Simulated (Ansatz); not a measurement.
Structure relaxation, Si

The start is a relaxed Si cell with every coordinate shifted by Gaussian noise of σ = 0.3 Å. The cell and all atomic positions are relaxed at zero pressure with r2SCAN (plane waves to 500 eV, PAW, scalar-relativistic; Ansatz, an electronic-structure program). First-step values are on the input's coarse k-mesh.

Ansatz input (later rounds restart from its end on a renewed k-mesh):
Ansatz 0.2 input:
```yaml
crystal:
  lattice:
    - [0, 2.7221559616, 2.7221559616]
    - [2.7221559616, 0, 2.7221559616]
    - [2.7221559616, 2.7221559616, 0]
  atoms:
    - { symbol: Si, position: [0.5944022021, 0.493691076, 0.222151019] }
    - { symbol: Si, position: [0.7144151595, 0.9131623919, 0.6720477682] }
basis: { ecutwfc: 500, ecutrho_ratio: 4, xc_grid: 4, fft_grid_basis: typed }
kpoints: { mp_grid: { grid: [7, 7, 7] } }
hamiltonian:
  xc: r2scan
  dispersion: none
  pseudopotentials: { kind: paw }
scf: { occupations: { method: fermi_dirac, width: 0.05 } }
relax: { f_tol: 0.01, max_steps: 100, cell: { stress_tol: 0.02 } }
output: { forces: true, stress: true }
```

Task: How large is the pressure on the unrelaxed cell, and of which sign?

Result: +22.3 GPa (positive: the cell is compressed).

Task: What is the largest force in the starting geometry, and on which atom (counted from 1)?

Result: 5.29 eV/Å, on Si1, Si2 (atoms numbered as listed).

Task: How much energy is released per atom?

Result: 1.98 eV/atom.

Task: Is the parent structure recovered?

Result: It returns to the parent structure, Fd-3m (No. 227).

Task: How do the shortest distances between atoms change?

Result: The closest pairs of elements (up to four, under 3.6 Å), start → end: Si–Si 1.91 → 2.36 Å.

Task: What band gap does the relaxed structure have at this level?

Result: 0.78 eV, indirect (valence top at Γ, conduction bottom at 87 % of the way from Γ to X) (no spin-orbit coupling).

Final values are on a 10×10×10 k-mesh of the relaxed cell. No spin polarisation in the result.

The run could not lose the symmetry of its start.
